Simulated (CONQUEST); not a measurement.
Band structure of Au (Fm-3m, 4 atoms in the cell; from Materials Project mp-81).

```
CELL_PARAMETERS angstrom
      4.17129     0.00000     0.00000
      0.00000     4.17129     0.00000
      0.00000     0.00000     4.17129
ATOMIC_POSITIONS crystal
  Au 0.00000 0.00000 0.00000
  Au 0.00000 0.50000 0.50000
  Au 0.50000 0.00000 0.50000
  Au 0.50000 0.50000 0.00000
```

Method: PBE, numerical atomic orbitals double-zeta with polarisation (the shipped basis), PseudoDojo norm-conserving potentials made for PBE run with CONQUEST.

Settings: basis = DZP; Diag.MPMeshX, Y, Z = 5 5 5; potentials = PseudoDojo norm-conserving PBE; Grid.GridCutoff = 140 Ha; DM.SolutionMethod = diagon; Diag.kT = 0.003675 Ha; Diag.GammaCentred = true; minE.SCTolerance = 1.0e-06; SC.MaxIters = 100; SC.LinearMixingFactor = 0.5; SC.KerkerPreCondition = true; SC.KerkerFactor = 0.5 1/bohr; AtomMove.TypeOfRun = static.

Spin-orbit coupling is left out, which matters for bands and gaps with elements this heavy. The program uses no crystal symmetry, so grid and mesh can part values that symmetry would make equal. The atom-centred basis is finite, which shifts total energies and pressures against plane waves. The structure comes from a collection of computed structures, made at another level of theory; the collection holds predicted forms beside known ones. No clean gap shows at this smearing width and mesh (spacing up to 0.30 Å⁻¹); the mesh is coarse for partly filled bands, so the values carry mesh errors.

Points are given in units of this cell's reciprocal vectors. Levels in eV from the Fermi level, bands 35 to 40:
```
point               35     36     37     38     39     40
---------------  -----  -----  -----  -----  -----  -----
Γ (0 0 0)        -1.68  -1.68  -1.68   1.45   1.45   1.45
X (0 0.5 0)      -2.54  -2.54  -1.68  -1.68   4.57   4.57
M (0.5 0.5 0)    -3.03  -3.03  -0.34  -0.34  -0.34  -0.34
R (0.5 0.5 0.5)  -1.97  -1.97  -0.53  -0.53  -0.53  -0.53
```

3 bands cross the Fermi level along this path, so the cell has no gap at this level.

The Fermi level comes from the SCF mesh, which can miss band crossings, so its place against them is uncertain.

Higher empty bands are left out: an atom-centred basis made for the valence describes them poorly.

The labels belong to the zone of the cell as typed, which is larger than the primitive one, so the bands are folded: a gap that looks direct here can be indirect in the primitive zone.
